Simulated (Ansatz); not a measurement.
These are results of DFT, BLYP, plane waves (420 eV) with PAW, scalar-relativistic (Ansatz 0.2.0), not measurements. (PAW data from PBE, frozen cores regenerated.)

An element in the dhcp structure gives this curve. The cell is scaled uniformly from the relaxed one, with fractional coordinates and shape fixed. Energies are extrapolated to zero smearing, pressures are those at the given smearing. Magnetic state: spin not included.

```csv
V (Å³/atom),E − E₀ (meV/atom),P (GPa)
20.703,42.8,5.33
21.644,18.1,3.21
22.585,4.5,1.50
23.526,0.0,0.12
24.467,2.8,-0.99
25.408,11.4,-1.89
26.349,24.7,-2.60
```

Question: Which element is it?
A. gold
B. magnesium
C. germanium
D. arsenic

Answer: B. Its fit is V₀ = 23.61 Å³/atom, B₀ = 30 GPa, B₀′ = 4.4.
